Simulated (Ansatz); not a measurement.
PdSb2 (space group Pa-3)

```
PdSb2
1.0
    6.41610     0.00000     0.00000
    0.00000     6.41610     0.00000
    0.00000     0.00000     6.41610
Sb Pd
8 4
Direct
  0.37287   0.37287   0.37287
  0.62713   0.62713   0.62713
  0.12713   0.62713   0.87287
  0.87287   0.37287   0.12713
  0.87287   0.12713   0.62713
  0.12713   0.87287   0.37287
  0.62713   0.87287   0.12713
  0.37287   0.12713   0.87287
  0.00000   0.00000   0.00000
  0.50000   0.00000   0.50000
  0.50000   0.50000   0.00000
  0.00000   0.50000   0.50000
```

The atoms are displaced by Q × the pattern below (from a DFPT mode at Γ, largest move 1; Q in Å), at fixed cell. It is one choice among 3 degenerate patterns.

```tsv
atom	x	y	z
Sb1	0.053	0.678	-0.733
Sb2	-0.053	-0.678	0.733
Sb3	0.053	0.678	0.733
Sb4	-0.053	-0.678	-0.733
Sb5	-0.053	0.678	-0.733
Sb6	0.053	-0.678	0.733
Sb7	-0.053	0.678	0.733
Sb8	0.053	-0.678	-0.733
```

Atoms not listed stay in place.

These are LDA (plane waves to 420 eV, PAW, scalar-relativistic; Ansatz, a program for electronic structure) values and carry that method's errors. k mesh 6×6×6 (Γ-centred), Fermi-Dirac smearing 0.05 eV. E stands for the smeared free energy. With partly filled bands, energies and forces of such displacements shift with the k mesh and the smearing. PdSb2 is run without spin polarisation. PdSb2 was relaxed with its symmetry unable to fall. Spin-orbit coupling is left out, though Sb is heavy. The zero of ΔE is the undisplaced structure. The last digit holds for this mesh only.

```csv
Q (Å),ΔE (meV/cell)
-0.180,985.2
-0.150,678.4
-0.120,430.8
-0.090,withheld
-0.060,106.3
-0.030,26.5
0.000,0.0
0.030,26.5
0.060,106.3
0.090,withheld
0.120,430.8
0.150,678.4
0.180,985.2
```

Question: Fit an even polynomial form (powers 2, 4, 6) to the given rows and predict ΔE at Q = 0.090.

Answer: Least squares on the 11 given rows: ΔE = (29410)·Q² + (37940)·Q⁴ + (-223400)·Q⁶, in meV/cell with Q in Å; root-mean-square residual 0.06 meV/cell. At 0.090 the fit gives 240.6 meV/cell; the calculation gives 240.6 meV/cell, the same to the digits shown. The quadratic term alone would give 238.2 meV/cell.

(A displaced cell: forces are minus the slopes of the energy, force constants its curvatures, and phonons follow from these.)
